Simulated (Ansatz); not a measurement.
Find the missing element

Cell vectors (Å):

```
0.0000 2.3346 2.3346
2.3346 0.0000 2.3346
2.3346 2.3346 0.0000
```

| atom | a | b | c |
| --- | --- | --- | --- |
| Zr | 0.5000 | 0.5000 | 0.5000 |
| X | 0.0000 | 0.0000 | 0.0000 |

Level of theory: PBEsol, all-electron LAPW in Ansatz 0.2.0, with spin-orbit coupling. k mesh 14×14×14, fine mesh 16×16×16, Fermi-Dirac smearing of 0.100 eV, lines of 0.25 eV, Drude damping 0.03 eV.

Independent-particle optical response of a crystal from Kohn-Sham bands on the fine mesh with a Drude term, no local fields or excitons; Cartesian axes as in the cell vectors.

```
Fine mesh              : 16, 16, 16
Line width             : 0.25 eV
Drude damping          : 0.03 eV
Further gaussian width : 0.3 eV
```

| photon energy (eV) | dielectric imag xx |
| --- | --- |
| 1.2 | 24.25 |
| 2.4 | 14.92 |
| 3.6 | 11.44 |
| 4.8 | 10.36 |
| 6 | 9.01 |
| 7.2 | 7.08 |
| 8.4 | 5.84 |
| 9.6 | 4.67 |
| 10.8 | 4.63 |
| 12 | 1.93 |
| 13.2 | 1.69 |
| 14.4 | 1.21 |
| 15.6 | 1.23 |
| 16.8 | 1.52 |
| 18 | 0.94 |
| 19.2 | 0.52 |
| 20.4 | 0.39 |
| 21.6 | 0.48 |
| 22.8 | 0.5 |
| 24 | 0.31 |
| 25.2 | 0.26 |
| 26.4 | 0.73 |
| 27.6 | 0.88 |
| 28.8 | 1.25 |
| 30 | 1.8 |

**Question.** All X atoms are one element. Which one was computed?

**Answer.** C; the crystal is ZrC (Fm-3m).

Known limits: these sums move with the mesh, by several per cent and more for small sheets; Fermi surface not resolved by the mesh; spectra summed at the mesh points alone.
